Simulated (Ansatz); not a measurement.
VGe in space group P-6m2 (No. 187; V on 1a, Ge on 1f) under volume change, PBE in the plane-wave PAW code Ansatz, shape and atoms relaxed at each volume.

```
V (Å³/atom)  E − E(relaxed) (meV/atom)  P (GPa)
-----------  -------------------------  -------
13.253                            64.1    17.07
13.690                            26.9    10.43
14.127                             6.3     4.78
14.564                             0.0     0.00
15.000                             5.6    -4.03
15.437                            21.4    -7.46
15.874                            45.9   -10.37
```

Task: What does a third-order Birch–Murnaghan fit give for V₀, B₀ and B′?

Result: V₀ = 14.56 Å³/atom, B₀ = 146 GPa, B′ = 4.5.

The cell is a constructed one: a structure type filled with these elements; neither database checked (COD, Materials Project) lists it. Whether it is the stable phase at ambient conditions was not checked. Symmetry was held in the PBE relaxation; its stability against distortions is not shown here. The workflow began spin-polarised and lost its moments.

Potentials: the later of the program's two PAW sets.
